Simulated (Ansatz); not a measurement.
MgO:
```cif
data_Mg6O6
_chemical_formula_sum 'Mg6 O6'
_space_group_name_H-M_alt 'P3m1'
_space_group_IT_number 156
_space_group_name_Hall 'P 3 -2"'
_cell_length_a 3.22572
_cell_length_b 3.22572
_cell_length_c 15.30533
_cell_angle_alpha 90.000
_cell_angle_beta 90.000
_cell_angle_gamma 120.000
loop_
_atom_site_label
_atom_site_type_symbol
_atom_site_symmetry_multiplicity
_atom_site_Wyckoff_symbol
_atom_site_fract_x
_atom_site_fract_y
_atom_site_fract_z
_atom_site_occupancy
Mg1 Mg 1 a 0.00000 0.00000 0.64816 1
Mg2 Mg 1 a 0.00000 0.00000 0.97935 1
Mg3 Mg 1 c 0.66667 0.33333 0.81375 1
Mg4 Mg 1 c 0.66667 0.33333 0.48195 1
Mg5 Mg 1 c 0.66667 0.33333 0.14754 1
Mg6 Mg 1 b 0.33333 0.66667 0.31375 1
O1 O 1 a 0.00000 0.00000 0.85162 1
O2 O 1 a 0.00000 0.00000 0.52040 1
O3 O 1 c 0.66667 0.33333 0.01851 1
O4 O 1 c 0.66667 0.33333 0.68603 1
O5 O 1 c 0.66667 0.33333 0.35293 1
O6 O 1 b 0.33333 0.66667 0.18599 1
```

Relaxed with LDA.

Q: Give the optical modes at the zone centre with their infrared and Raman activity from DFPT, the program Ansatz at the LDA level (PAW).

A: Transverse frequencies, without the LO–TO term; a row sums one degenerate level.

| ω (cm⁻¹) | degeneracy | IR ((D/Å)²/amu) | Raman (Å⁴/amu) | activity | symmetry |
|---|---|---|---|---|---|
| 86 | 2 | 0.00 | 0.087 | Raman | E |
| 89 | 2 | 0.00 | 0 | silent | E |
| 148 | 2 | 0.00 | 0.13 | Raman | E |
| 152 | 2 | 0.01 | 0.12 | Raman | E |
| 173 | 2 | 0.01 | 0.082 | Raman | E |
| 185 | 1 | 0.03 | 0 | IR | A1 |
| 188 | 1 | 0.00 | 0 | silent | A1 |
| 354 | 1 | 0.18 | 0.11 | IR+Raman | A1 |
| 356 | 1 | 0.00 | 0 | silent | A1 |
| 462 | 1 | 6.82 | 3.0 | IR+Raman | A1 |
| 491 | 1 | 41.26 | 15 | IR+Raman | A1 |
| 524 | 2 | 6.68 | 5.3 | IR+Raman | E |
| 524 | 2 | 14.32 | 3.8 | IR+Raman | E |
| 529 | 2 | 32.89 | 3.5 | IR+Raman | E |
| 529 | 2 | 2.65 | 7.7 | IR+Raman | E |
| 534 | 2 | 0.06 | 5.8 | IR+Raman | E |
| 535 | 2 | 36.11 | 4.1 | IR+Raman | E |
| 544 | 1 | 0.88 | 0.31 | IR+Raman | A1 |
| 613 | 1 | 0.00 | 0.067 | Raman | A1 |
| 619 | 1 | 0.05 | 0.059 | IR+Raman | A1 |
| 676 | 1 | 0.00 | 0.075 | Raman | A1 |
| 680 | 1 | 0.02 | 0.46 | IR+Raman | A1 |

Q: How high does the top mode go among those that the LO–TO term moves?

A: 720 cm⁻¹ for q along x, 720 cm⁻¹ for q along y, 698 cm⁻¹ for q along z.

The first step of the workflow began from a Materials Project structure, measured or hypothetical; the Crystallography Open Database copy checked does not list it. It is not the phase usual at ambient conditions (space group No. 225). The cell was relaxed with LDA under the symmetry of its start; phonons on a q-mesh show no instability.

Potentials: the later of the program's two PAW sets.
